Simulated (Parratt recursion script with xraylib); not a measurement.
X-ray reflectivity of single films on SiO2: where the minima fall

Calculation: specular X-ray reflectivity, Parratt recursion, Névot-Croce roughness, xraylib tables; Parratt recursion script with xraylib 4.3.0.

Photon energy 12.4 keV (λ = 0.9999 Å), s polarisation. The grazing angle θ is scanned from 0.05° to 1.95° in 900 evenly spaced points, and the curve is smoothed with a Gaussian of 0.004° full width. A minimum is a scan point below both neighbours, placed by a parabola through ln R at the three points.

Each run is one film on SiO2 (density 2.632 g/cm³, δ = 3.571 × 10⁻⁶, rms roughness 2.7 Å) under vacuum. The film surface has an rms roughness of 6 Å in all runs. The refractive index is n = 1 − δ + iβ. The table lists all minima between 0.3 and 1.3°.

| run | film | thickness d (Å) | density (g/cm³) | δ (10⁻⁶) | β (10⁻⁶) | minima at θ (°) |
|---|---|---|---|---|---|---|
| A | Ti3Al | 100 | 4.276 | 5.425 | 0.1823 | 0.356, 0.613, 0.886, 1.164 |
| B | Ti3Al | 80 | 4.276 | 5.425 | 0.1823 | ? |

Densities are inputs, not measurements. They were set from computed cells of the Materials Project: Ti3Al from entry mp-1823 (P6₃/mmc, 4.276 g/cm³); SiO2 from entry mp-6930 (P3₂21, 2.632 g/cm³). A layer's crystal structure does not enter its constants, only its composition and density.

**Question.** How many minima does run B have between 0.3 and 1.3°, and where?

**Answer.** Inside a film the fringe order is m = (2d/λ)(sin²θ − 2δ)^½, with the film's own δ. Where the film's δ lies above the substrate's, its two faces reflect with opposite signs, and minima are expected at whole m.

- Run A, δ above the substrate's: the minima give m = 1.05, 2.04, 3.02, 4.01.

In run B the film's δ lies above the substrate's, so take whole m. The window runs from m = 0.65 to 3.59 and holds m = 1, 2, 3. Then sin²θ = 2δ + (mλ/2d)² gives θ = 0.405, 0.741, 1.091°.

The run has 3 minima, at 0.424, 0.751, 1.096°. The largest distance from one of them to an estimated minimum is 0.019°, against a mean spacing of 0.336°.
